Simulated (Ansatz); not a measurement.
A relaxed structure of HfN. Space group F-43m (No. 216), zinc blende type. Level of theory: r2SCAN (plane waves to 500 eV, PAW, scalar-relativistic; Ansatz, an electronic-structure program).

```cif
data_Hf4N4
_chemical_formula_sum 'Hf4 N4'
_space_group_name_H-M_alt 'F-43m'
_space_group_IT_number 216
_space_group_name_Hall 'F -4 2 3'
_cell_length_a 4.89201
_cell_length_b 4.89201
_cell_length_c 4.89201
_cell_angle_alpha 90.000
_cell_angle_beta 90.000
_cell_angle_gamma 90.000
loop_
_atom_site_label
_atom_site_type_symbol
_atom_site_symmetry_multiplicity
_atom_site_Wyckoff_symbol
_atom_site_fract_x
_atom_site_fract_y
_atom_site_fract_z
_atom_site_occupancy
Hf1 Hf 4 a 0.00000 0.00000 0.00000 1
N1 N 4 c 0.25000 0.25000 0.25000 1
```
(The calculation used a cell of 2 atoms; values per cell refer to that cell.)

For HfN, the volume per atom comes out as 14.63 Å³ and the band gap is no gap (metallic). The shortest distances is Hf–N 2.12 Å; N–N 3.46 Å; Hf–Hf 3.46 Å and the k-mesh is 16×16×16.

Band energies at high-symmetry points (eV from the Fermi level; labels of this space group; no spin-orbit coupling), from −5 eV up to 2.2 eV:

```
point           energies
-----  -----------------
Γ                  -0.64
X      -3.96 -3.96 -1.30
U      -4.57 -4.34 -1.28
K      -4.57 -4.34 -1.28
L                   1.56
W       -3.92 -1.45 1.56
```

No spin polarisation in the result. The relaxed primitive cell holds an odd number of electrons. A magnetic state may lie lower.

The run could not lose the symmetry of its start.

The first start was generated by placing the elements on the sites of a structure type. Materials Project lists a structure of HfN in the same space group, F-43m (No. 216); the sites were not compared with it, nor with measured phases. Known forms of HfN include space group No. 225.
